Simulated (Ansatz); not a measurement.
Relaxed KZnF$_{3}$ (cubic perovskite):

```
CELL_PARAMETERS angstrom
      8.25492     0.00000     0.00000
      0.00000     4.12746     0.00000
      0.00000     0.00000     4.12746
ATOMIC_POSITIONS crystal
  K  0.00000 0.00000 0.00000
  K  0.50000 0.00000 0.00000
  Zn 0.25000 0.50000 0.50000
  Zn 0.75000 0.50000 0.50000
  F  0.00000 0.50000 0.50000
  F  0.50000 0.50000 0.50000
  F  0.25000 0.00000 0.50000
  F  0.75000 0.00000 0.50000
  F  0.25000 0.50000 0.00000
  F  0.75000 0.50000 0.00000
```

The atoms are displaced by Q × the pattern below (from a DFPT mode at X = (0.5, 0.0, 0.0), largest move 1; Q in Å), at fixed cell. (q is in reciprocal vectors of the primitive cell; the cell shown is doubled to hold the pattern.)

```
atom       x      y      z
----  ------  -----  -----
K1     0.111  0.000  0.000
K2    -0.111  0.000  0.000
F5    -1.000  0.000  0.000
F6     1.000  0.000  0.000
```

Atoms not listed stay in place.

Computed with PBE (plane waves to 420 eV, PAW, scalar-relativistic; Ansatz, a first-principles code). k mesh 4×8×8 (Γ-centred), Fermi-Dirac smearing 0.05 eV. The energy includes the smearing's −TS. Compression counts positive. KZnF3 was relaxed with its symmetry unable to fall. The zero of ΔE is the undisplaced structure.

```
Q (Å)   ΔE (eV/cell)  P (GPa)  −dE/dQ from forces (eV/Å)
------  ------------  -------  -------------------------
-0.180         0.414     1.49                      4.834
-0.150         0.283     1.03                      3.907
-0.120         0.179        …                      3.047
-0.090         0.100        …                      2.240
-0.060         0.044     0.17                      1.472
-0.030         0.011     0.05                      0.730
0.000          0.000     0.01                      0.000
0.030          0.011     0.05                     -0.730
0.060          0.044     0.17                     -1.472
0.090          0.100        …                     -2.240
0.120          0.179        …                     -3.047
0.150          0.283     1.03                     -3.907
0.180          0.414     1.49                     -4.834
```

What belongs in the gaps?


- -0.120, P (GPa): 0.65
- -0.090, P (GPa): 0.37
- 0.090, P (GPa): 0.37
- 0.120, P (GPa): 0.65

(For displaced atoms, the force is minus the slope of the energy, and its curvature is a force constant, which sets phonon frequencies.)
